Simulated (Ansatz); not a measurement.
# RbP2Rh2 (I4/mmm): electronic heat capacity and spin susceptibility from the density of states

All numbers below come from DFT r2SCAN, scalar-relativistic, plane waves, PAW in Ansatz 0.2.0.

Settings: cutoff 500 eV, Γ-centred mesh 12×12×12 on the computed 5-atom cell, Gaussian smearing of 0.10 eV; no spin polarisation.

Relaxed cell: I4/mmm, a = 3.908 Å, b = 3.908 Å, c = 13.797 Å, α = 90.00°, β = 90.00°, γ = 90.00°, 5 atoms in the primitive cell. Whether it is the stable form of this composition wasn't checked.

The density of states at the Fermi level is 1.346 states/eV in the cell of 5 atoms (1 formula unit; both spins, tetrahedra on a 18×18×18 mesh).

What Sommerfeld coefficient and Pauli susceptibility does this give?

Per formula unit N(E_F) = 1.346 states/eV. γ = (π²/3) k_B² N(E_F) N_A = 2.357 mJ/(mol K²) per state/eV, so γ = 3.2 mJ/(mol K²), a mole of formula units. χ_P = μ_B² N(E_F) N_A = 3.23×10⁻⁵ emu/mol per state/eV gives 4.4×10⁻⁵ emu/mol. This is the bare band result: a measured γ of the same phase is as a rule larger by a factor 1 + λ from phonons and spin fluctuations, the spin part of χ is larger by the Stoner factor, and a measured χ also holds orbital and core terms. N(E_F) at one energy is sensitive to the mesh where the density of states has sharp peaks.

Cost: 1 run of about 5 core-minutes, on Arm Neoverse V1 (shared hosts).